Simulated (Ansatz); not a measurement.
LaAs2Pd2:
```
LaAs2Pd2
1.0
   -2.16767     2.16767     5.21051
    2.16767    -2.16767     5.21051
    2.16767     2.16767    -5.21051
La As Pd
1 2 2
Direct
  0.00000   0.00000   0.00000
  0.37945   0.37945   0.00000
  0.62055   0.62055   0.00000
  0.25000   0.75000   0.50000
  0.75000   0.25000   0.50000
```

Relaxed with r²SCAN. Special points in fractions of this cell's reciprocal vectors: Γ (0.000, 0.000, 0.000); X (0.000, 0.000, 0.500); P (0.250, 0.250, 0.250); N (0.000, 0.500, 0.000); M (0.500, 0.500, -0.500); S (0.293, 0.707, -0.293); S0 (-0.293, 0.293, 0.293); R (-0.087, 0.087, 0.500); G (0.500, 0.500, -0.087).

Problem. List the band energies nearest the Fermi level at these points for plane-wave PAW r²SCAN (Ansatz code).

Solution. In eV from the Fermi level; about four levels below and three above (degenerate sets whole), none deeper than 8.9 eV; points with the same levels are listed once.

```tsv
k	below	above
Γ	-1.45 -0.67 -0.10 -0.10	1.87 2.09 2.14
X	-2.21 -2.05 -1.16 -0.96	0.69 1.85 2.02
P	-2.16 -2.16 -1.04 -1.04	0.36 1.96 1.96
N	-3.25 -3.09 -2.35 -1.26	0.03 0.57 0.84
M	-1.69 -1.69 -1.45 -0.92	0.44 0.58 1.77
S	-3.02 -1.18 -1.15 -1.00	0.98 1.45 1.73
R	-1.99 -1.74 -1.15 -1.01	0.84 1.86 2.00
```

Space group I4/mmm. The workflow started from a Materials Project entry (that database holds measured and hypothetical structures alike); the Crystallography Open Database copy checked does not list it. Whether it is the stable phase at ambient conditions was not checked. The cell was relaxed with r²SCAN under the symmetry of its start; whether a distortion lowers the energy is not shown. The run is not spin-polarised. Scalar-relativistic: spin–orbit coupling is off unless named, which matters more the heavier the elements.

Potentials: the earlier of the program's two PAW sets.
